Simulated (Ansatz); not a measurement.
**TaRu: how the k-point mesh moves the results**

The calculation used Ansatz, DFT r2SCAN, scalar-relativistic, plane waves, PAW.

```cif
data_structure
_symmetry_space_group_name_H-M 'P 1'
_symmetry_Int_Tables_number 1
_cell_length_a 3.1870
_cell_length_b 3.1870
_cell_length_c 3.1870
_cell_angle_alpha 90.000
_cell_angle_beta 90.000
_cell_angle_gamma 90.000
_cell_volume 32.37
loop_
_atom_site_label
_atom_site_type_symbol
_atom_site_fract_x
_atom_site_fract_y
_atom_site_fract_z
_atom_site_occupancy
Ta1 Ta 0.50000 0.50000 0.50000 1
Ru1 Ru 0.00000 0.00000 0.00000 1
```

| Quantity | Value |
| --- | --- |
| plane-wave cutoff | 500 eV |
| occupation rule | Gaussian smearing, 0.1 eV |
| spin treatment | unpolarised |

The atoms are held and the k-point mesh is swept. Energies are extrapolated to zero smearing and count from the reference run, 22×22×22. The cell isn't necessarily relaxed at this level. The meshes are Γ-centred. Spin–orbit coupling is left out. Pressure is positive in compression.

Q: Tried: 1×1×1, 2×2×2, 4×4×4, 6×6×6, 8×8×8, 10×10×10, 12×12×12, 14×14×14, 16×16×16, 18×18×18, 22×22×22. From which k-point mesh on does the energy per atom stay within 100, 10 and 1 meV of the reference?

A: 4×4×4 for 100 meV, 6×6×6 for 10 meV, 12×12×12 for 1 meV. The reference itself isn't shown to be converged.

| mesh | ΔE (meV/atom) | P (GPa) | irreducible points |
| --- | --- | --- | --- |
| 1×1×1 | -3822 | -47.39 | 1 |
| 2×2×2 | 1035 | -7.48 | 4 |
| 4×4×4 | 69.1 | -7.17 | 10 |
| 6×6×6 | -5.20 | -7.81 | 20 |
| 8×8×8 | -0.53 | -7.49 | 35 |
| 10×10×10 | -3.36 | -7.60 | 56 |
| 12×12×12 | 0.46 | -7.61 | 84 |
| 14×14×14 | 0.23 | -7.64 | 120 |
| 16×16×16 | -0.09 | -7.69 | 165 |
| 18×18×18 | 0.05 | -7.74 | 220 |
| 22×22×22 | 0.00 | -7.71 | 364 |